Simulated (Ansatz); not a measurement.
BN in space group P6_3/mmc (No. 194; B on 2b, N on 2d), DFT-PBE+D3(BJ) in the program Ansatz with PAW potentials. The conduction-band minimum lies at K, with 2 equivalent valleys. Second derivatives d²E/dk² of the lowest band at one valley (eV·Å²), along Cartesian directions:

```csv
direction,d²E/dk²
[100],15.85
[010],15.84
[001],9.642
[110],15.84
[101],12.74
[011],12.74
```

Q: Find the principal effective masses, the density-of-states mass and the conductivity mass.

A: Off-diagonal terms follow from H_xy = H[110] − (H_xx + H_yy)/2, and m*/mₑ = 7.620 eV·Å² over each eigenvalue: 0.48, 0.48, 0.79. One valley's DOS mass (m₁m₂m₃)^(1/3) = 0.57, conductivity mass 3/(Σ 1/mᵢ) = 0.55 mₑ.

Q: What effective density of states Nc follows at 300 K for parabolic valleys?

A: Nc = 2.509e19 × 2 × (0.57)^(3/2) ≈ 2.2e19 cm⁻³.

The start of the workflow was typed in or built on a structure type. Its sites differ from those of the usual phase in this space group: another stacking or structure type. Symmetry was held in the PBE+D3(BJ) relaxation; whether a distortion lowers the energy is not shown. The volume moved by 54 % from the start of the relaxation.

Potentials: the later of the program's two PAW sets.

Edges and masses are those of Kohn–Sham bands, whose gap is no quasiparticle gap.
